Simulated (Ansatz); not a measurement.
The start is a generated cell, MgTe2 built in the AFLOW prototype AB2_oP6_58_a_g (as in Fe2C). Cell shape, volume and atoms are optimised at zero target pressure with r2SCAN (plane waves to 500 eV, PAW, scalar-relativistic; Ansatz, an electronic-structure program). The first steps use a coarse 4×4×6 k-mesh.

Input geometry:
```
MgTe2
1.0
    6.29386     0.00000     0.00000
    0.00000     6.85649     0.00000
    0.00000     0.00000     4.12497
Te Mg
4 2
Direct
  0.75000   0.33333   0.00000
  0.75000   0.83333   0.50000
  0.25000   0.16667   0.50000
  0.25000   0.66667   0.00000
  0.00000   0.00000   0.00000
  0.50000   0.50000   0.50000
```

What is the largest force in the starting geometry, and on which atom (counted from 1)?

0.55 eV/Å, on Te1, Te2, Te3, Te4 (atoms numbered as listed).

How does the volume per atom move from start to end?

+2.9 %, from 29.67 to 30.54 Å³/atom.

What band gap does the relaxed structure have at this level?

1.05 eV, direct within 0.03 eV (at 20 % of the way from Y to Γ) (no spin-orbit coupling).

Give the final cell and atomic positions.


Space group Pnnm (No. 58); a = 5.8072 Å, b = 7.1062 Å, c = 4.4402 Å, α = β = γ = 90.00°

```csv
atom,site,symmetry,x,y,z
Te,4g,..m,0.1908,0.6165,0.0000
Mg,2a,..2/m,0.0000,0.0000,0.0000
```

The space group stays Pnnm (No. 58) (the run could not lower it); the end is AFLOW prototype AB2_oP6_58_a_g (C18, as in FeS2), with 6 atoms in the primitive cell. Final values are on a 6×5×8 k-mesh of the relaxed cell. The relaxed cell holds bonded Te–Te pairs (2.77 Å). No spin polarisation in the result. Spin-orbit coupling is missing; with elements this heavy it can move band edges by tenths of an eV or more.

The run could not lose the symmetry of its start: the end is stationary, and may be a saddle point rather than a minimum.

The relaxed structure here is a generated cell of MgTe2: the first start was made by placing the elements on the sites of a structure type, and the end was not matched to a known phase here, so it may be hypothetical.
